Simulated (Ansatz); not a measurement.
WS:
```cif
data_SW
_chemical_formula_sum 'W1 S1'
_space_group_name_H-M_alt 'P-6m2'
_space_group_IT_number 187
_space_group_name_Hall 'P -6 2'
_cell_length_a 3.07869
_cell_length_b 3.07869
_cell_length_c 3.42474
_cell_angle_alpha 90.000
_cell_angle_beta 90.000
_cell_angle_gamma 120.000
loop_
_atom_site_label
_atom_site_type_symbol
_atom_site_symmetry_multiplicity
_atom_site_Wyckoff_symbol
_atom_site_fract_x
_atom_site_fract_y
_atom_site_fract_z
_atom_site_occupancy
W1 W 1 a 0.00000 0.00000 0.00000 1
S1 S 1 d 0.33333 0.66667 0.50000 1
```

Relaxed at zero pressure with plane-wave PAW PBEsol (Ansatz code).

### Question
The volume is lowered by 3 % and shape and atoms relax at that volume. What pressure results, and how do the axes share the change?

### Answer
7.8 GPa; a -1.3 %, b -1.3 %, c -0.5 %; the energy rises by 10 meV/atom.

### Question
Give the new structure.

### Answer

Space group P-6m2 (No. 187); a = b = 3.040 Å, c = 3.407 Å, α = β = 90.00°, γ = 120.00°

| atom | site | symmetry | x | y | z |
|---|---|---|---|---|---|
| W | 1a | -6m2 | 0.0000 | 0.0000 | 0.0000 |
| S | 1d | -6m2 | 0.3333 | 0.6667 | 0.5000 |

The phase is kept; no other phase was compared at this pressure.

The start of the workflow was typed in or built on a structure type; neither database checked (COD, Materials Project) lists it. Whether it is the stable phase at ambient conditions was not checked. The PBEsol relaxation kept the symmetry of its start; its stability against distortions is not shown here. The workflow began spin-polarised and lost its moments. Spin–orbit coupling is left out wherever it is not named.

Potentials: the earlier of the program's two PAW sets. The files were generated under PBE; for other functionals the program regenerates the frozen cores, and for LDA and PBEsol the local potential too.
